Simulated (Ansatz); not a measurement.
The start is a generated trial cell of Si3N4 in the spinel structure type. Cell shape, volume and atoms are optimised at zero target pressure with r2SCAN (plane waves to 500 eV, PAW, scalar-relativistic; Ansatz, a quantum-chemistry and plane-wave program). The first steps use a 6×6×6 k-mesh.

Starting cell:
```
Si3N4
1.0
    0.00000     3.94460     3.94460
    3.94460     0.00000     3.94460
    3.94460     3.94460     0.00000
Si N
6 8
Cartesian
  4.93075   4.93075   4.93075
  4.93075   2.95845   2.95845
  2.95845   4.93075   2.95845
  2.95845   2.95845   4.93075
  1.97230   1.97230   1.97230
  0.00000   0.00000   0.00000
  6.80523   6.80523   6.80523
  6.80523   5.02858   5.02858
  5.02858   6.80523   5.02858
  5.02858   5.02858   6.80523
  3.05628   3.05628   3.05628
  3.05628   4.83293   4.83293
  4.83293   3.05628   4.83293
  4.83293   4.83293   3.05628
```

Q: What pressure does the first self-consistent step give?

A: -13.0 GPa (negative: the cell is under tension).

Q: Which atoms feel the largest initial force, and how large is it?

A: 2.55 eV/Å, on N7, N8, N9, N10, N11, N12, N13, N14 (atoms numbered as listed).

Q: By how much does the energy per atom fall from start to end?

A: 76 meV/atom.

Q: How does the volume change?

A: -5.9 %, from 8.77 to 8.25 Å³/atom.

Q: How do the shortest distances between atoms change?

A: The closest pairs of elements (up to four, under 3.6 Å), start → end: N–Si 1.88 → 1.77 Å; N–N 2.51 → 2.57 Å; Si–Si 2.79 → 2.73 Å.

Q: Is the relaxed structure metallic? Give its gap.

A: 4.03 eV, direct within 0.03 eV (at Γ) (no spin-orbit coupling).

Q: What does it relax into? Give the structure.

A: 
```cif
data_N32Si24
_chemical_formula_sum 'Si24 N32'
_space_group_name_H-M_alt 'Fd-3m :1'
_space_group_IT_number 227
_space_group_name_Hall 'F 4d 2 3 -1d'
_cell_length_a 7.73028
_cell_length_b 7.73028
_cell_length_c 7.73028
_cell_angle_alpha 90.000
_cell_angle_beta 90.000
_cell_angle_gamma 90.000
loop_
_atom_site_label
_atom_site_type_symbol
_atom_site_symmetry_multiplicity
_atom_site_Wyckoff_symbol
_atom_site_fract_x
_atom_site_fract_y
_atom_site_fract_z
_atom_site_occupancy
Si1 Si 16 d 0.62500 0.62500 0.62500 1
Si2 Si 8 a 0.00000 0.00000 0.00000 1
N1 N 32 e 0.38243 0.38243 0.38243 1
```
(The calculation used a cell of 14 atoms; values per cell refer to that cell.)

The space group stays Fd-3m (No. 227) (the run could not lower it), with 14 atoms in the primitive cell. No spin polarisation in the result.

The run could not lose the symmetry of its start.

The first start was generated by placing the elements on the sites of a structure type. Materials Project lists a structure of Si3N4 in the same space group, Fd-3m (No. 227); the sites were not compared with it, nor with measured phases. Known forms of Si3N4 include space group No. 176.
